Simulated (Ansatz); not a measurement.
## Relaxing an invented AlCo4 structure

Computed with Ansatz 0.2.0, DFT PBE, scalar-relativistic, plane waves, PAW. Cutoff 420 eV, Gaussian smearing, Γ-centred meshes. Cell and atoms relax first on a coarse mesh and then on a finer one. In between, the cell is made exact in the group found at 0.06 Å. In metals the finer mesh still leaves noise of several meV/atom or more. The steps can't lower the symmetry of their start, moments included. Collinear spin, starting moments 0 -3 -3 3 3 μB in the order of the atoms.

The guess for AlCo4 was made by a generator: random cell by space group and Wyckoff sites (Cmmm, No. 65). The dimensions are guesses.

```xyz
5
Lattice="2.9119 -3.1548 0.0000 2.9119 3.1548 0.0000 0.0000 0.0000 3.7334" Properties=species:S:1:pos:R:3 pbc="T T T"
Al    2.9119    0.0000    0.0000
Co    4.6447    0.0000    0.0000
Co    1.1791    0.0000    0.0000
Co    2.9119    1.1902    1.8667
Co    2.9119   -1.1902    1.8667
```

Energies over the elements count from the elements' standard structures at the same level, with no fitted energy shifts.

Q: Where does the relaxation end?

A: The symmetry stays Cmmm (No. 65). The volume per atom shrinks by 4.6 %, from 13.7 to 13.1 Å³. The shortest distance goes from 1.73 Å (Al–Co) to 2.26 Å (Co–Co). The energy falls by about 1.5 eV/atom (the start's value is from the coarse mesh). The end is written in a standard setting, so origin, axes and order of atoms can differ from the start's. Conventional cell: a = 4.696 Å, b = 6.958 Å, c = 4.005 Å. Al has 6 Co at 2.33–2.34 Å and 4 Co at 2.61 Å; Co on a site of symmetry m2m is surrounded by 1 Co at 2.30 Å, 1 Al at 2.33 Å, 6 Co at 2.57–2.63 Å and 2 Al at 2.61 Å; Co on a site of symmetry 2mm is surrounded by 1 Co at 2.26 Å, 2 Al at 2.34 Å, 1 Co at 2.43 Å and 4 Co at 2.57 Å.

```
Al Co
1.0
     2.34822   -3.47906    0.00000
     2.34822    3.47906    0.00000
     0.00000    0.00000    4.00547
Al Co
1 4
Direct
  0.50000 0.50000 0.00000
  0.16537 0.83463 0.00000
  0.83463 0.16537 0.00000
  0.24086 0.24086 0.50000
  0.75914 0.75914 0.50000
```

Q: How does it come out in energy, and is it a metal?

A:

* Energy over the elements: +0.38 eV/atom
* Gap on the 10×10×10 mesh of the 5-atom cell: 0 eV (a metal)
* Net moment per atom: 1.21 μB
* Moment by site: Co 1.6 (×4) μB

The separate elements lie lower, so it is unstable against them.

The last run used collinear spin and Gaussian smearing of 0.10 eV. Another magnetic order may lie lower. A structure relaxed within its symmetry needn't be a true minimum. Site moments count only spheres around the atoms; the net moment includes the space between them.
